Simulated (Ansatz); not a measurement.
Ge (diamond, Fd-3m) at seven volumes, DFT-r²SCAN in the program Ansatz with PAW potentials, scaled uniformly. One row is withheld.

| V (Å³/atom) | P (GPa) |
|---|---|
| 20.772 | 8.45 |
| 21.457 | 5.14 |
| 22.141 | 2.35 |
| 22.826 | 0.00 |
| 23.511 | -1.97 |
| 24.196 | ? |
| 24.880 | -4.91 |

**Question.** Fit the shown pressures and predict the withheld one.

**Answer.** P = (3/2)B₀(x^(7/2) − x^(5/2))[1 + (3/4)(B′ − 4)(x − 1)] with x = (V₀/V)^(2/3). Least squares on the six rows gives V₀ = 22.828 Å³/atom, B₀ = 70.9 GPa, B′ = 4.99. At V = 24.196, x = 0.9619 and P = -3.57 GPa. The run itself gave -3.51 GPa.

The cell was relaxed with r²SCAN under the symmetry of its start.

Potentials: the later of the program's two PAW sets.
